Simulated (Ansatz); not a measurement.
# Formation energy of RbGdO2 (NaFeO2-type structure)

Computed with Ansatz (plane waves, PAW, 420 eV cutoff): PBEsol, scalar-relativistic, collinear spin, Γ-centred 10×10×10 mesh, 0.05 eV Gaussian smearing; PAW files: Ansatz's generated set soft_2.

The start was a prototype's sites filled with these elements; the Crystallography Open Database holds the compound in this structure.

Symmetry: R-3m, No. 166, trigonal system. The conventional cell has a = 3.518 Å, b = 3.518 Å, c = 19.359 Å, α = 90.00°, β = 90.00°, γ = 120.00°. Rb (site symmetry -3m) is surrounded by 6 O at 2.90 Å. Gd (site symmetry -3m) is surrounded by 6 O at 2.34 Å. Around O (site symmetry 3m) lie 3 Gd at 2.34 Å. (Shells end 15 % past the nearest neighbour.)

The elements were computed in their standard states (gases as isolated molecules) with the same datasets, cutoff and functional. The compound's run is ferromagnetic, with site spin moments Gd 6.79 μB. Absolute energies hang on the potentials; compare differences alone.

Energy of the relaxed cell (4 atoms, smearing extrapolated to zero): -13572.355 eV. Elements, in eV/atom: Rb -3216.988, Gd -9227.984, O -558.283.

What is the formation energy?

[-13572.355 − (1 × -3216.988 + 1 × -9227.984 + 2 × -558.283)] / 4 = -2.70 eV/atom, or -261 kJ per mole of atoms.

The value is for 0 K, without zero-point energy and without any correction for the binding of gas molecules. Uncorrected semilocal values for oxides, chalcogenides and halides often miss by tenths of an eV an atom. A negative value shows stability against the elements alone, not against other compounds or structures.

Formal charges Rb⁺, Gd³⁺, O²⁻ leave Gd³⁺ with an open 4f⁷ shell. A part-filled shell gives a gap only if something splits it: here on each such atom exchange fills one spin channel and leaves the other empty, so the half-filled shell acts almost as a closed one, and the gap is 2.83 eV.

Semilocal functionals without a U place occupied f levels too high and empty ones too low, so gaps that touch them come out too small. For elements this heavy, spin–orbit coupling would shift levels and gaps; it isn't included here. The run wasn't fully tested for a lower electronic state. Site moments are of spin, integrated over atomic spheres. Only parallel moments were tried, so the real magnetic order may be another.
